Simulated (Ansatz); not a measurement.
Ca2CuO3 (Immm)

Computed with Ansatz (plane waves, PAW): r²SCAN+U, U_eff = 4.0 eV (Dudarev form) on Cu d, fully localised double counting, collinear spin, scalar-relativistic, 500 eV, PAW set soft_2 (made for PBE), 8×8×8 mesh, Gaussian smearing of 0.05 eV.

```xyz
6
Lattice="-1.6295 1.8895 6.1195 1.6295 -1.8895 6.1195 1.6295 1.8895 -6.1195" Properties=species:S:1:pos:R:3 pbc="T T T"
Ca    0.0000    1.8895    4.2837
Ca    1.6295    0.0000    1.8359
Cu    0.0000    1.8895    0.0000
O     0.0000    1.8895    1.9582
O     1.6295    0.0000    4.1613
O     0.0000    0.0000    0.0000
```

The structure is that of a cell as deposited in COD, unrelaxed.

Cell and atoms stay fixed. Atoms count from 1 in the text and from 0 in parts of the program's output.

Two runs on this cell converged from different starts. The ends of their outputs, energies left out (λ are the eigenvalues of a shell's occupation matrix):

Run A:

```
Magnetization: 0.2500 μB (28.6250 up, 28.3750 down)
Absolute magnetization: 0.2836 μB (∫|ρ↑−ρ↓|, with the PAW one-centre terms)
Per-site moments (μB) at R_I (Å): [(0.00024, 0.95923), (0.00024, 0.95923), (0.17222, 0.77942), (0.02219, 0.80777), (0.02219, 0.80777), (0.03518, 0.77942)]
Entropy (-TS):    0.000000 eV ( 0.000 meV/atom)
Fermi energy:    9.971063 eV
--- Forces (eV/Å), atoms counted from 1 ---
  atom   1  Ca     0.00000000     0.00000000     0.16013166
  atom   2  Ca     0.00000000     0.00000000    -0.16013166
  atom   3  Cu     0.00000000     0.00000000     0.00000000
  atom   4  O      0.00000000     0.00000000     0.15599932
  atom   5  O      0.00000000     0.00000000    -0.15599932
  atom   6  O      0.00000000     0.00000000     0.00000000
--- Stress (GPa, compression-positive) ---
       -1.469894       0.000000       0.000000
        0.000000      -0.110869       0.000000
        0.000000       0.000000      -1.860435
  P = ⅓ Tr σ = -1.1471 GPa (-11.471 kbar)
--- Löwdin populations: 6 sites ---
  site symbol       q [e]    m [muB]
     0     Ca      8.3266    -0.0003
     1     Ca      8.3266    -0.0003
     2     Cu     18.0746     0.1487
     3      O      7.2248     0.0278
     4      O      7.2248     0.0278
     5      O      7.1426     0.0462
--- Occupation matrices: 1 shell (run DFT+U table (all-electron-ortho-atomic); ε = 3.62e-3) ---
  Cu2 d_3D up     Tr n = 4.8160  λ = 0.858 0.966 0.997 0.997 0.998
  Cu2 d_3D dn     Tr n = 4.6593  λ = 0.704 0.964 0.997 0.997 0.998
```

Run B:

```
Magnetization: 1.0000 μB (29.0000 up, 28.0000 down)
Absolute magnetization: 1.1070 μB (∫|ρ↑−ρ↓|, with the PAW one-centre terms)
Per-site moments (μB) at R_I (Å): [(0.00089, 0.95923), (0.00089, 0.95923), (0.65882, 0.77942), (0.10077, 0.80777), (0.10077, 0.80777), (0.12902, 0.77942)]
Fermi energy:    9.785124 eV
--- Forces (eV/Å), atoms counted from 1 ---
  atom   1  Ca     0.00000000     0.00000000    -0.06098728
  atom   2  Ca     0.00000000     0.00000000     0.06098728
  atom   3  Cu     0.00000000     0.00000000     0.00000000
  atom   4  O      0.00000000     0.00000000     0.28832369
  atom   5  O      0.00000000     0.00000000    -0.28832369
  atom   6  O      0.00000000     0.00000000     0.00000000
--- Stress (GPa, compression-positive) ---
       -1.246610       0.000000       0.000000
        0.000000      -0.525667       0.000000
        0.000000       0.000000       0.541476
  P = ⅓ Tr σ = -0.4103 GPa (-4.103 kbar)
--- Löwdin populations: 6 sites ---
  site symbol       q [e]    m [muB]
     0     Ca      8.3318    -0.0016
     1     Ca      8.3318    -0.0016
     2     Cu     17.9197     0.5833
     3      O      7.2541     0.1251
     4      O      7.2541     0.1251
     5      O      7.1998     0.1695
--- Occupation matrices: 1 shell (run DFT+U table (all-electron-ortho-atomic); ε = 2.32e-3) ---
  Cu2 d_3D up     Tr n = 4.9557  λ = 0.974 0.991 0.996 0.997 0.998
  Cu2 d_3D dn     Tr n = 4.3555  λ = 0.397 0.967 0.996 0.997 0.998
```

Q: Which run lies higher in energy, by how much, and why?

A: Run A, by 9.3 meV/atom. Run A has no gap on the mesh (a metal); run B has a gap of 0.36 eV and a whole-number cell moment of 1 μB, as a collinear insulator must have. Flag on run A: mesh too coarse for this metal, starting moment on Cu lost. With J = 0 the Hubbard energy is (U/2) Σ λ(1 − λ), a penalty on fractional natural occupations. The sums Σ λ(1 − λ) over the cell's shells are 0.32 for run B and 0.41 for run A, which at U/2 = 2.00 eV give 0.65 and 0.83 eV per cell. Of the difference of 0.056 eV per cell, the Hubbard term gives 0.183 eV and all other terms -0.128 eV, so the Hubbard term alone decides the order: the other terms favour run A. The other terms are taken on each state's own density, so they aren't the result of a run without U.

With one Cu ion in the cell, Cu moments can't oppose each other.

In the lower state the fixed cell carries forces up to 0.29 eV/Å; relaxing would change energies and could change the order of close states.

Run A started from atoms, default search, moments Cu3 1.00 μB. Run B started from: natural orbitals of the symmetric run, filled by rank, moments Cu3 1.00 μB, occupations held for 10 iterations. At this level the cell was started in 11 ways. Run B holds the lowest state found for this cell, which doesn't make it the ground state. For metallic states the mesh is coarse, so energy differences carry some meV/atom. The cell holds one Cu ion, so the antiparallel Cu order, through which DFT+U opens the gap of many cuprates, can't form in it. The value of U was drawn from a range and not derived for this compound; another value can change gaps, moments and the order of states. Where a metal has almost no states within the smearing of the Fermi level on this mesh, its moment and stress follow whole counts of k-points and would move on a finer mesh. A gap on the mesh alone may shrink between mesh points.
